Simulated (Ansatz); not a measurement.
A generated cell, not matched to a known phase here, of YI: Pm-3m (No. 221), cP2, CsCl type; a = b = c = 3.7900 Å, α = β = γ = 90.00°; Y 1a (0.000, 0.000, 0.000); I 1b (0.500, 0.500, 0.500). These are r2SCAN (plane waves to 500 eV, PAW, scalar-relativistic; Ansatz, an electronic-structure program) values and carry that method's errors. Element references, the lowest calculated here: Y (P6₃/mmc), I (Cmce).

Question: What is the computed formation energy of this Pm-3m form of YI from the elements (r2SCAN)?

Answer: -0.77 eV/atom.

A lower structure of this composition may exist.

Static energies, no anion corrections, no zero-point energy. Values are rounded to 0.01 eV/atom. Not shown to be the ambient phase of their composition (a lower form may be missing, and a cell relaxed within its start's symmetry can be a saddle point): YI (Pm-3m). Spin-orbit coupling is missing from these energies, which matters for elements this heavy. The compounds carry no spin polarisation.
